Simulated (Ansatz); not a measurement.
FeNi3:
```
CELL_PARAMETERS angstrom
      3.54370     0.00000     0.00000
      0.00000     3.54370     0.00000
      0.00000     0.00000     3.54370
ATOMIC_POSITIONS crystal
  Fe 0.00000 0.00000 0.00000
  Ni 0.00000 0.50000 0.50000
  Ni 0.50000 0.00000 0.50000
  Ni 0.50000 0.50000 0.00000
```
The run is spin-polarised; directions of the spins, atom by atom: ↑ ↑ ↑ ↑.

Relaxed with PBE.

Problem. Give the Bader charges and basin volumes of the independent atoms, plane-wave PAW PBE (Ansatz code).

Solution. 

| atom | Bader charge (e) | Bader volume (Å³) |
|---|---|---|
| Fe1 | +0.41 | 10.6 |
| Ni2 | -0.14 | 11.3 |

Space group Pm-3m (Cu3Au type). The PBE relaxation kept the symmetry of its start. Spin order of the final state: ferromagnetic, chosen from 5 collinear starts compared on coarse meshes (ties went to the first, and starts can fall back to one state), not a proven ground state. Textbook magnetic order: ferromagnetic.

Potentials: the later of the program's two PAW sets.
